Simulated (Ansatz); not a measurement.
CsH3O2:
```yaml
crystal:
  lattice:
    - [0.00000, 2.22790, -4.06192]
    - [0.00000, 2.22790, 4.06192]
    - [4.24354, 0.00000, 0.00000]
  atoms:
    - { symbol: Cs, position: [0.01870, 0.98130, 0.00000] }
    - { symbol: H, position: [0.43877, 0.56123, 0.50000] }
    - { symbol: H, position: [0.55015, 0.07453, 0.50000] }
    - { symbol: H, position: [0.92547, 0.44985, 0.50000] }
    - { symbol: O, position: [0.31950, 0.68050, 0.50000] }
    - { symbol: O, position: [0.66616, 0.33384, 0.50000] }
```

Relaxed with r²SCAN. Special points in fractions of this cell's reciprocal vectors: Γ (0.000, 0.000, 0.000); Y (-0.500, 0.500, 0.000); C0 (-0.325, 0.675, 0.000); Σ0 (0.325, 0.325, 0.000); Z (0.000, 0.000, 0.500); A0 (0.325, 0.325, 0.500); E0 (-0.325, 0.675, 0.500); T (-0.500, 0.500, 0.500); S (0.000, 0.500, 0.000); R (0.000, 0.500, 0.500).

### Question
List the band energies nearest the valence-band maximum at these points for DFT-r²SCAN in the program Ansatz with PAW potentials.

### Answer
In eV from the valence-band maximum; about four levels below and three above (degenerate sets whole), none deeper than 8.9 eV; points with the same levels are listed once.

```json
[
 {"k": "Γ", "below": "-2.17 -1.41 -0.45 0.00", "above": "4.99 5.40 7.96"},
 {"k": "Y", "below": "-3.27 -1.54 -0.31 -0.26", "above": "5.78 6.77 8.88"},
 {"k": "C0", "below": "-3.41 -1.46 -0.48 -0.35", "above": "6.16 7.19 7.52"},
 {"k": "Z", "below": "-2.37 -2.07 -0.59 -0.28", "above": "6.88 7.33 7.73"},
 {"k": "A0", "below": "-3.56 -1.40 -0.47 -0.41", "above": "7.84 8.07 8.38"},
 {"k": "T", "below": "-3.19 -1.49 -0.47 -0.27", "above": "7.08 7.13 8.63"},
 {"k": "S", "below": "-3.00 -1.49 -0.51 -0.39", "above": "5.82 6.60 9.04"},
 {"k": "R", "below": "-2.92 -1.46 -0.56 -0.55", "above": "7.16 7.24 8.60"}
]
```

Space group Amm2. The workflow started from a Materials Project entry (that database holds measured and hypothetical structures alike); the Crystallography Open Database copy checked does not list it. COD files the formula under space group No. 141. Whether it is the stable phase at ambient conditions was not checked. Symmetry was held in the r²SCAN relaxation; its stability against distortions is not shown here. Scalar-relativistic: spin–orbit coupling is off unless named, which matters more the heavier the elements.

Potentials: the later of the program's two PAW sets.
